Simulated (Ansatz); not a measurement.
**BaTiO₃, a database entry at a rescaled volume**

```yaml
crystal:
  lattice:
    - [4.03675, 0.00000, 0.00000]
    - [0.00000, 4.03675, 0.00000]
    - [0.00000, 0.00000, 8.11023]
  atoms:
    - { symbol: Ba, position: [0.00000, 0.00000, 0.00000] }
    - { symbol: Ba, position: [0.00000, 0.00000, 0.50000] }
    - { symbol: Ti, position: [0.50000, 0.50000, 0.25000] }
    - { symbol: Ti, position: [0.50000, 0.50000, 0.75000] }
    - { symbol: O, position: [0.50000, 0.50000, 0.00000] }
    - { symbol: O, position: [0.50000, 0.50000, 0.50000] }
    - { symbol: O, position: [0.50000, 0.00000, 0.25000] }
    - { symbol: O, position: [0.50000, 0.00000, 0.75000] }
    - { symbol: O, position: [0.00000, 0.50000, 0.25000] }
    - { symbol: O, position: [0.00000, 0.50000, 0.75000] }
```

The numbers come from plane-wave PAW DFT (Ansatz): r2SCAN, with U_eff = 5.09 eV on Ti d (all-electron-ortho-atomic projectors), collinear spin, 500 eV, 6×6×3 Γ-centred k points, cold occupations (width 0.0703 eV). Nothing was relaxed.

The state carries no moments; the state need not be the lowest.

Metal or insulator? Give the gap.

The gap is 2.74 eV, indirect or between spins (the least direct gap found is 2.89 eV). A semilocal functional usually gives too small a gap.

Which orbitals make up the band edges?

Within 0.7 eV of the edges, the states project mainly on O p (95 %) below the gap and on Ti d (92 %) above it.

Is the cell too large or too small?

The pressure is -4.5 GPa (compression positive), so with the atoms held at these fractions the cell would first shrink.

What do density and ELF say about some of the short contacts?

Ti–O at 2.02 Å: least valence density 0.61 e/Å³ and ELF 0.20 there. Ba–O at 2.85 Å: least valence density 0.16 e/Å³ and ELF 0.08 there, a closed-shell (ionic or weak) contact. These are pseudo-fields; inside the PAW spheres they differ from the all-electron ones.

Which element gives electrons and which takes them?

Bader charges in e: Ba +1.58, Ti +2.49, O -1.35. In the mean Ti gives up most and O takes most.

Are the atoms at rest?

The forces vanish by the symmetry of the sites.

Origin: a database entry at a rescaled volume. Caveats: the input typed no starting moments.
